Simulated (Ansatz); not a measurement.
AlGaP2:
```
CELL_PARAMETERS angstrom
      3.85974     0.00000     0.00000
      0.00000     3.85974     0.00000
      0.00000     0.00000     5.45068
ATOMIC_POSITIONS crystal
  Al 0.50000 0.50000 0.50000
  Ga 0.00000 0.00000 0.00000
  P  0.00000 0.50000 0.24971
  P  0.50000 0.00000 0.75029
```

Tensor components refer to the Cartesian frame of this cell.

Q: Give the high-frequency dielectric tensor and the Born effective charge tensors of the independent atoms from DFPT, PBEsol in the plane-wave PAW code Ansatz.

A: 
ε∞:
```
9.45  0.00  0.00
0.00  9.45  0.00
0.00  0.00  9.45
```
Z* of atom 1 (Al), rows: field, columns: displacement, in e:
```
2.11  0.00  0.00
0.00  2.11  0.00
0.00  0.00  2.29
```
Z* of atom 2 (Ga), rows: field, columns: displacement, in e:
```
2.22  0.00  0.00
0.00  2.22  0.00
0.00  0.00  2.12
```
Z* of atom 3 (P), rows: field, columns: displacement, in e:
```
-2.13   0.00   0.00
 0.00  -2.21   0.00
 0.00   0.00  -2.21
```

Static charges for comparison (Bader): Al1 +2.08, Ga2 +0.80, P3 -1.44 e. Born charges measure polarisation by displacement and can exceed these by far.

Space group P-4m2. The workflow started from a Materials Project entry (that database holds measured and hypothetical structures alike); the Crystallography Open Database copy checked does not list it. With Al and Ga taken as one species the cell has the higher symmetry F-43m, so it may be an ordered model of a mixed-site phase. Whether it is the stable phase at ambient conditions was not checked. The cell was relaxed with PBEsol under the symmetry of its start; its stability against distortions is not shown here. Scalar-relativistic: spin–orbit coupling is off unless named, which matters more the heavier the elements.

Potentials: the later of the program's two PAW sets.
